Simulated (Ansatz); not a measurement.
# LiRh: course of a relaxation

Method: DFT PBEsol, scalar-relativistic, plane waves, PAW (Ansatz 0.2.0). Settings: 420 eV cutoff, 18×18×10 k-mesh, Gaussian smearing of 0.10 eV, no spin polarisation.

What was changed: biaxial strain in the a-b plane, c and atoms relaxed: -4.0 %.

Input:

```yaml
crystal:
  lattice:
    - [2.520631152, 0.0, 0.0]
    - [-1.260315576, 2.1829306112, 0.0]
    - [0.0, 0.0, 4.4298199141]
  atoms:
    - { symbol: Li, position: [0.0, 0.0, 0.5] }
    - { symbol: Rh, position: [0.6666666667, 0.3333333333, 0.0] }
basis:
  ecutwfc: 420
kpoints:
  mp_grid: { grid: [18, 18, 10] }
hamiltonian:
  xc: pbesol
scf:
  occupations: { method: gaussian, width: 0.1 }
output:
  forces: true
  stress: true
  eigenvalues: true
relax:
  adjacent_minimum: "off"
  f_tol: 0.008
  max_steps: 40
  cell: { stress_tol: 0.05, fix: [a, b, gamma] }
```

F is the free energy. Steps run on the plane waves of an earlier cell, but the last one, and at times one on the way, on a freshly chosen basis, so a repeated geometry can differ a little in energy. The held parts of the cell keep their stress, so P needn't end at zero.

Steps:

| step | F − F(1) (eV) | largest force component (eV/Å) | V (Å³/atom) | P (GPa) |
| --- | --- | --- | --- | --- |
| 1 | 0.0000 | 0.000 | 12.187 | 13.71 |
| 2 | -0.0030 | 0.000 | 12.004 | 15.26 |
| 3 | -0.0031 | 0.000 | 12.027 | 15.06 |
| 4 | -0.0030 | 0.000 | 12.027 | 15.06 |

Relaxed structure:

```
CELL_PARAMETERS angstrom
2.52063 0.00000 0.00000
-1.26032 2.18293 0.00000
0.00000 0.00000 4.37142
ATOMIC_POSITIONS crystal
Li 0.00000 0.00000 0.50000
Rh 0.66667 0.33333 0.00000
```

Symmetry: P-6m2, No. 187, hexagonal system. The conventional cell has a = 2.521 Å, b = 2.521 Å, c = 4.371 Å, α = 90.00°, β = 90.00°, γ = 120.00°. Around Li (site symmetry -6m2) lie 6 Li at 2.52 Å and 6 Rh at 2.63 Å. Around Rh (site symmetry -6m2) lie 6 Rh at 2.52 Å and 6 Li at 2.63 Å.

The run converged. The run took about 13 core-seconds.